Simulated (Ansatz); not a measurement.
Consider the following.

Ge:
```
Ge
1.0
    3.99028     0.00000     0.00000
   -1.99514     3.45569     0.00000
    0.00000     0.00000    13.10274
Ge
8
Direct
  0.00000   0.00000   0.40681
  0.00000   0.00000   0.59319
  0.00000   0.00000   0.90681
  0.00000   0.00000   0.09319
  0.33333   0.66667   0.34411
  0.66667   0.33333   0.65589
  0.66667   0.33333   0.84411
  0.33333   0.66667   0.15589
```

This is the r²SCAN+D4-relaxed structure.

### Question
All from DFT-r²SCAN+D4 in the program Ansatz with PAW potentials, unless another level is named. Estimate the band gap.

### Answer
0.30 eV (smallest direct gap 0.30 eV).

### Question
And the conduction-band minimum?

### Answer
on the Γ–A line, 9 % of the way from Γ (2 equivalent valleys).

### Question
What about the valence-band maximum?

### Answer
at Γ.

Space group P6_3/mmc. The first step of the workflow began from a Materials Project structure, measured or hypothetical; the Crystallography Open Database copy checked does not list it. It is not the phase usual at ambient conditions (space group No. 227). Symmetry was held in the r²SCAN+D4 relaxation; whether a distortion lowers the energy is not shown. Spin–orbit coupling is left out wherever it is not named.

Potentials: the later of the program's two PAW sets.
